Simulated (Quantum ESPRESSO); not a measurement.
Band energies of RbO

```
CELL_PARAMETERS angstrom
     -2.03083     2.90625     3.41648
      2.03083    -2.90625     3.41648
      2.03083     2.90625    -3.41648
ATOMIC_POSITIONS crystal
  O  0.62663 0.00000 0.62663
  O  0.37337 0.00000 0.37337
  Rb 0.25396 0.25396 0.00000
  Rb 0.74604 0.74604 0.00000
```

LDA (Quantum ESPRESSO, PseudoDojo norm-conserving, 84 Ry, without SOC); path ΓXLTWRX1ZΓYSW,L1Y,Y1Z; energies in eV from the valence-band maximum.

```csv
k (1/Å),point,band 11,band 12,band 13,band 14,band 15,band 16,band 17,band 18
0.00,Γ,-5.70,-4.20,-4.17,-0.74,0.00,1.91,3.06,4.18
0.35,,-5.71,-4.14,-3.96,-0.81,-0.14,2.65,3.41,4.61
0.70,,-5.64,-3.92,-3.76,-0.79,-0.41,3.10,3.86,5.37
1.05,X,-5.54,-3.96,-3.79,-0.60,-0.57,2.93,3.99,5.44
1.05,L,-5.54,-3.94,-3.82,-0.61,-0.61,3.01,3.86,5.45
1.29,,-5.55,-3.91,-3.77,-0.75,-0.73,3.35,3.62,4.87
1.52,T,-5.54,-3.97,-3.70,-0.81,-0.79,3.42,3.75,4.23
1.64,,-5.53,-3.96,-3.71,-0.80,-0.79,3.46,3.77,4.29
1.98,W,-5.51,-3.87,-3.78,-0.79,-0.77,3.72,3.90,4.95
2.31,,-5.49,-3.85,-3.79,-0.80,-0.53,3.36,3.87,5.50
2.52,R,-5.48,-3.84,-3.79,-0.79,-0.42,3.15,3.94,6.04
2.63,,-5.49,-3.84,-3.79,-0.78,-0.43,3.12,3.94,6.01
2.95,,-5.55,-3.90,-3.80,-0.65,-0.54,2.95,3.99,5.58
3.06,X1,-5.54,-3.96,-3.79,-0.60,-0.57,2.93,3.99,5.44
3.31,,-5.49,-4.29,-3.79,-0.56,-0.43,2.73,3.97,4.83
3.56,Z,-5.47,-4.48,-3.78,-0.54,-0.36,2.54,3.96,4.66
3.66,,-5.48,-4.47,-3.79,-0.52,-0.37,2.59,3.95,4.56
3.97,,-5.56,-4.35,-3.93,-0.53,-0.34,2.97,3.75,3.77
4.27,,-5.67,-4.21,-4.14,-0.70,-0.07,2.16,3.22,4.22
4.48,Γ,-5.70,-4.20,-4.17,-0.74,0.00,1.91,3.06,4.18
4.57,,-5.69,-4.19,-4.16,-0.73,-0.02,1.87,3.18,4.23
4.85,,-5.60,-4.11,-4.09,-0.61,-0.27,1.81,4.05,4.97
5.13,,-5.53,-4.18,-3.93,-0.53,-0.46,2.32,3.64,5.79
5.41,Y,-5.48,-4.42,-3.80,-0.55,-0.37,2.56,3.75,4.84
5.71,,-5.52,-4.25,-3.90,-0.53,-0.46,2.64,3.75,5.01
6.01,S,-5.54,-4.17,-3.96,-0.51,-0.47,2.56,4.56,4.79
6.27,,-5.53,-4.04,-3.95,-0.60,-0.55,2.72,4.49,5.32
6.53,,-5.52,-3.90,-3.85,-0.72,-0.71,3.18,4.28,5.08
6.79,W,-5.51,-3.87,-3.78,-0.79,-0.77,3.72,3.90,4.95
6.79,L1,-5.54,-3.94,-3.82,-0.61,-0.61,3.01,3.86,5.45
6.95,,-5.51,-4.14,-3.81,-0.60,-0.50,2.89,3.81,5.08
7.20,,-5.48,-4.40,-3.80,-0.56,-0.38,2.59,3.75,4.85
7.29,Y,-5.48,-4.42,-3.80,-0.55,-0.37,2.56,3.75,4.84
7.29,Y1,-5.48,-4.42,-3.80,-0.55,-0.37,2.56,3.75,4.84
7.44,Z,-5.47,-4.48,-3.78,-0.54,-0.36,2.54,3.96,4.66
```

The LDA gap is indirect, 1.76 eV, from Γ to 30 % of the way from Γ to Y; the smallest direct gap is 1.87 eV.

Geometry relaxed with LDA.

Letters of k points follow the standard setting of the lattice, whose axes may be ordered differently from the printed cell.
